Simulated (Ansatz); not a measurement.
NiI$_{2}$ in space group R-3m (No. 166; Ni on 3a, I on 6c), r²SCAN+D4 in the plane-wave PAW code Ansatz. The conduction-band minimum lies on the Γ–S0 line, 71 % of the way from Γ, with 6 equivalent valleys. Second derivatives d²E/dk² of the lowest band at one valley (eV·Å²), along Cartesian directions:

| direction | d²E/dk² |
|---|---|
| [100] | 9.015 |
| [010] | 6.881 |
| [001] | 5.258 |
| [110] | 9.616 |
| [101] | 8.189 |
| [011] | 6.633 |

Q: Find the principal effective masses, the density-of-states mass and the conductivity mass.

A: Off-diagonal terms follow from H_xy = H[110] − (H_xx + H_yy)/2, and m*/mₑ = 7.620 eV·Å² over each eigenvalue: 0.75, 1.3, 1.5. One valley's DOS mass (m₁m₂m₃)^(1/3) = 1.1, conductivity mass 3/(Σ 1/mᵢ) = 1.1 mₑ.

Q: What effective density of states Nc follows at 300 K for parabolic valleys?

A: Nc = 2.509e19 × 6 × (1.1)^(3/2) / 2 (one spin channel) ≈ 8.7e19 cm⁻³.

The workflow started from an entry of the Crystallography Open Database (COD). Whether it is the stable phase at ambient conditions was not checked. The cell was relaxed with r²SCAN+D4 under the symmetry of its start; its stability against distortions is not shown here. Magnetic state: ferromagnetic, the only order run, not a proven ground state. The cell computed holds one magnetic atom, so no antiferromagnetic order was within reach. Other orbital occupations within this spin state were not tried. No Hubbard U is applied. Spin–orbit coupling is left out wherever it is not named.

Potentials: the later of the program's two PAW sets.

Edges and masses are those of Kohn–Sham bands, whose gap is no quasiparticle gap.
